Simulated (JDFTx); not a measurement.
An input for JDFTx (a modified build) (Hf(0001), CANDLE, water, 1 M NaF; bohr, hartree) and the course of its log:

```
lattice \
  6.0327237346 3.0163618673 0.0000000000 \
  0.0000000000 5.2244920096 0.0000000000 \
  0.0000000000 0.0000000000 44.5975365412
coords-type Lattice
ion Hf 0.6666666670 0.6666666670 -0.1603296610 0
ion Hf 0.0000000000 0.0000000000 -0.0534432200 0
ion Hf 0.6666666670 0.6666666670 0.0534432200 0
ion Hf 0.0000000000 0.0000000000 0.1603296610 0
ion-species pseudo/hf_pbe_v1.upf
elec-cutoff 20 100
elec-ex-corr gga-PBE
coulomb-interaction Slab 001
coulomb-truncation-embed 0 0 0
kpoint-folding 8 8 1
elec-smearing Fermi 0.01
elec-n-bands 34
symmetries none
electronic-scf nIterations 100 energyDiffThreshold 1e-08
fluid LinearPCM
pcm-variant CANDLE
fluid-solvent H2O
fluid-cation Na+ 1
fluid-anion F- 1
fluid-minimize nIterations 400 knormThreshold 1e-11
wavefunction read vac.wfns
elec-initial-eigenvals vac.eigenvals
dump-name f0.$VAR
dump End State Ecomponents EigStats BandEigs Forces ElecDensity IonicPositions Fillings Kpoints Dtot FluidDebug BoundCharge FluidDensity
```

```
[one cycle in 5 is shown, and the last three; fluid-solver lines are left out]
	FillingsUpdate:  mu: -0.147103128  nElectrons: 48.000000
SCF: Cycle:  0   F: -199.107051191646036   dF: +1.463e-04   |Residual|: 1.898e-03   |deigs|: 1.496e-05
	FillingsUpdate:  mu: -0.143213370  nElectrons: 48.000000
SCF: Cycle:  5   F: -199.107243782498927   dF: -2.899e-06   |Residual|: 2.685e-04   |deigs|: 9.604e-04
	FillingsUpdate:  mu: -0.142513420  nElectrons: 48.000000
SCF: Cycle: 10   F: -199.107243819364243   dF: +1.310e-06   |Residual|: 1.968e-04   |deigs|: 2.655e-05
	FillingsUpdate:  mu: -0.142586457  nElectrons: 48.000000
SCF: Cycle: 15   F: -199.107245872854520   dF: +1.253e-07   |Residual|: 4.527e-05   |deigs|: 2.438e-05
	FillingsUpdate:  mu: -0.142573508  nElectrons: 48.000000
SCF: Cycle: 20   F: -199.107245957235847   dF: -2.772e-07   |Residual|: 3.292e-05   |deigs|: 3.659e-06
	FillingsUpdate:  mu: -0.142573935  nElectrons: 48.000000
SCF: Cycle: 25   F: -199.107245912187636   dF: +2.383e-08   |Residual|: 4.082e-05   |deigs|: 1.191e-06
	FillingsUpdate:  mu: -0.142566843  nElectrons: 48.000000
SCF: Cycle: 30   F: -199.107245934018977   dF: -7.330e-08   |Residual|: 3.656e-05   |deigs|: 6.224e-06
	FillingsUpdate:  mu: -0.142595573  nElectrons: 48.000000
SCF: Cycle: 35   F: -199.107245889234207   dF: +1.120e-07   |Residual|: 5.505e-05   |deigs|: 1.880e-05
	FillingsUpdate:  mu: -0.142579879  nElectrons: 48.000000
SCF: Cycle: 40   F: -199.107245958634763   dF: -1.505e-07   |Residual|: 3.869e-05   |deigs|: 1.734e-05
	FillingsUpdate:  mu: -0.142584850  nElectrons: 48.000000
SCF: Cycle: 45   F: -199.107245924558356   dF: +1.515e-08   |Residual|: 3.962e-05   |deigs|: 1.341e-05
	FillingsUpdate:  mu: -0.142572852  nElectrons: 48.000000
SCF: Cycle: 50   F: -199.107245983901066   dF: -1.088e-07   |Residual|: 2.693e-05   |deigs|: 6.961e-06
	FillingsUpdate:  mu: -0.142563584  nElectrons: 48.000000
SCF: Cycle: 55   F: -199.107245921377313   dF: +1.028e-08   |Residual|: 3.736e-05   |deigs|: 1.385e-06
	FillingsUpdate:  mu: -0.142585202  nElectrons: 48.000000
SCF: Cycle: 60   F: -199.107245513594506   dF: +2.445e-07   |Residual|: 8.502e-05   |deigs|: 1.201e-05
	FillingsUpdate:  mu: -0.142576733  nElectrons: 48.000000
SCF: Cycle: 65   F: -199.107245941794559   dF: +2.172e-08   |Residual|: 3.516e-05   |deigs|: 7.609e-06
	FillingsUpdate:  mu: -0.142559372  nElectrons: 48.000000
SCF: Cycle: 70   F: -199.107245947015400   dF: +1.485e-08   |Residual|: 3.426e-05   |deigs|: 8.096e-06
	FillingsUpdate:  mu: -0.142577223  nElectrons: 48.000000
SCF: Cycle: 75   F: -199.107245824037705   dF: +1.429e-07   |Residual|: 5.333e-05   |deigs|: 2.470e-06
	FillingsUpdate:  mu: -0.142580184  nElectrons: 48.000000
SCF: Cycle: 80   F: -199.107245886931480   dF: +9.192e-08   |Residual|: 4.393e-05   |deigs|: 6.538e-06
	FillingsUpdate:  mu: -0.142572468  nElectrons: 48.000000
SCF: Cycle: 85   F: -199.107245493771046   dF: +2.530e-07   |Residual|: 8.612e-05   |deigs|: 2.499e-06
	FillingsUpdate:  mu: -0.142554673  nElectrons: 48.000000
SCF: Cycle: 90   F: -199.107245749195073   dF: -4.700e-07   |Residual|: 6.295e-05   |deigs|: 1.401e-05
	FillingsUpdate:  mu: -0.142569024  nElectrons: 48.000000
SCF: Cycle: 95   F: -199.107245946826509   dF: -4.766e-08   |Residual|: 3.407e-05   |deigs|: 5.107e-06
	FillingsUpdate:  mu: -0.142586128  nElectrons: 48.000000
SCF: Cycle: 97   F: -199.107245708868732   dF: +2.941e-07   |Residual|: 8.124e-05   |deigs|: 5.155e-06
	FillingsUpdate:  mu: -0.142579687  nElectrons: 48.000000
SCF: Cycle: 98   F: -199.107245928593244   dF: -2.197e-07   |Residual|: 4.839e-05   |deigs|: 6.896e-06
	FillingsUpdate:  mu: -0.142583660  nElectrons: 48.000000
SCF: Cycle: 99   F: -199.107245908170057   dF: +2.042e-08   |Residual|: 5.041e-05   |deigs|: 3.810e-06
SCF: None of the convergence criteria satisfied after 100 iterations.
IonicMinimize: Iter:   0  F: -199.107245908170057  |grad|_K:  0.000e+00
IonicMinimize: Converged (|grad|_K<1.000000e-04).
```

This run gave no converged result. The loop ran out of cycles short of its threshold. It has stalled and not diverged: the last ten energies span 4e-07 Ha, so the total is near its end, but levels, forces and charges aren't shown converged.
